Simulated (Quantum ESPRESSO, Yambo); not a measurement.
SiO$_{2}$ (space group P6_222, No. 180): one geometry, one set of LDA (Quantum ESPRESSO, PseudoDojo norm-conserving, 84 Ry, without SOC) orbitals, self-energies from Yambo (3×3×4 Γ-centred k mesh, 227 bands and a 8 Ry block in the screening, 227 bands in G with the Bruneval-Gonze terminator, plasmon pole fitted at 27.2 eV).

| level | gap A → Γ (eV) | direct gap at Γ (eV) |
|---|---|---|
| LDA (Quantum ESPRESSO) | 5.50 | 5.70 |
| exchange only (Hartree-Fock self-energy on LDA orbitals) | … | … |
| static COHSEX@LDA | 10.08 | 10.29 |
| G0W0@LDA, plasmon pole | … | … |

Question: Some entries are withheld; supply them.

Answer: 
- exchange only (Hartree-Fock self-energy on LDA orbitals), gap A → Γ (eV): 16.04
- exchange only (Hartree-Fock self-energy on LDA orbitals), direct gap at Γ (eV): 16.23
- G0W0@LDA, plasmon pole, gap A → Γ (eV): 8.63
- G0W0@LDA, plasmon pole, direct gap at Γ (eV): 8.83

Bare exchange has no screening and gives the widest gap; static COHSEX screens it but leaves out the frequency dependence, which G0W0 restores.

Nearest settings tried, and what they do to the gap: 84 bands in W, 84 bands in G: +61 meV; 105 bands in W: +32 meV; 2 Ry block (41 vectors against 339): +270 meV. Not varied: mesh. So the settings aren't converged at that level.

Geometry of the Materials Project entry, not relaxed at this level; primitive cell a = 5.0611 Å, b = 5.0611 Å, c = 5.5405 Å, α = 90.00°, β = 90.00°, γ = 120.00°.

This is not the ordinary phase of the substance.
